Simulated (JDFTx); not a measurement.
System: Ta(110) (Im-3m bulk; lattice of mp-50, not re-optimised at this level), 1x1 cell of 4 atoms in 4 planes, area 7.75 Å² a face, 6.9 Å between the outermost planes in a cell 23.0 Å high; k mesh 8×8×1, Fermi width 0.01 Ha, no spin polarisation.

Computed with JDFTx (a modified build): PBE, GBRV ultrasoft potentials, plane waves to 20/100 Ha. Liquid: linear PCM (GLSSA13), water, 0.5 M NaF. The neutral cell holds 52 valence electrons and has two faces of 7.746 Å² each. Last filling lines of the neutral and of a charged run (μ in hartree, zero in the bulk liquid):

```
FillingsUpdate:  mu: -0.157708890  nElectrons: 52.000000
FillingsUpdate:  mu: -0.135605000  nElectrons: 52.105926
```

Worked example: both potentials, by the convention U = −μ/e − 4.44 V vs SHE, the surface charge density and the mean capacitance.

U_pzc = 0.15771 × 27.2114 − 4.44 = -0.15 V; U = 0.13561 × 27.2114 − 4.44 = -0.75 V. The cell has 0.1059 excess electrons, a net charge of -0.1059 e, shared by two faces: σ = -0.1059 e / (2 × 7.746 Å²) = -0.00684 e/Å² = -11.0 μC/cm² (1 e/Å² = 1602.18 μC/cm²). C = σ/(U − U_pzc) = -11.0/-0.60 ≈ 18 μF/cm².
